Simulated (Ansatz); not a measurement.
**YTe in the zincblende structure**

Method: PBEsol, scalar-relativistic; no spin polarisation; PAW, 420 eV, 8×8×8 k-mesh, Gaussian smearing of 0.05 eV; code Ansatz; PAW files: Ansatz's generated set soft_2.

```yaml
crystal:
  lattice:
    - [0.00000, 3.38811, 3.38811]
    - [3.38811, 0.00000, 3.38811]
    - [3.38811, 3.38811, 0.00000]
  atoms:
    - { symbol: Y, position: [0.00000, 0.00000, 0.00000] }
    - { symbol: Te, position: [0.25000, 0.25000, 0.25000] }
```

This is a trial structure; measured cells of the compound in the Crystallography Open Database are in space group Fm-3m (rock salt).

The cell is relaxed to zero pressure at this level.

The cell has space group F-43m (read at 0.01 Å). In it the stress is -0.02, -0.02, -0.02, 0.00, 0.00, 0.00 GPa and the largest force component 0.000 eV/Å. Each change below starts from this cell, without further relaxation. Stress is in GPa, positive in compression, in the order xx, yy, zz, yz, xz, xy; energies are counted from the cell above and are free energies with the smearing's entropy, which match forces and stress in a metal.

**Question.** What happens when atom 1 (Y) is moved by 0.02 Å along y?

**Answer.** The energy changes by 1.2 meV per cell, and the force on it along the shift is -0.118 eV/Å (−F/u = 5.91 eV/Å²). Stress: -0.01, -0.01, -0.01, 0.00, 0.42, 0.00.
```tsv
atom	Fx (eV/Å)	Fy	Fz
Y1	0.000	-0.118	0.000
Te2	0.000	0.118	0.000
```
In a harmonic crystal the energy would rise by −½F·u = ½ × 5.91 × 0.02² eV = 1.2 meV, which matches.

**Question.** What stress follows from an engineering strain of 1 % in xx, atoms carried along?

**Answer.** -0.54, -0.39, -0.39, 0.00, 0.00, 0.00 GPa; the energy changes by 1.4 meV per cell.
The change of the stress over the strain gives a clamped-atom stiffness of about 53 GPa for this component, a secant value that lies under the elastic constant in tension and over it in compression, by several per cent for each per cent of strain.
In a harmonic crystal the energy would rise by V(½Cε² − σ₀ε), with σ₀ the stress of the unstrained cell, = 1.4 meV, which matches.

No spin–orbit coupling, a notable omission for heavy elements. The cell is a metal with an odd number of electrons, and spin polarisation wasn't tried.
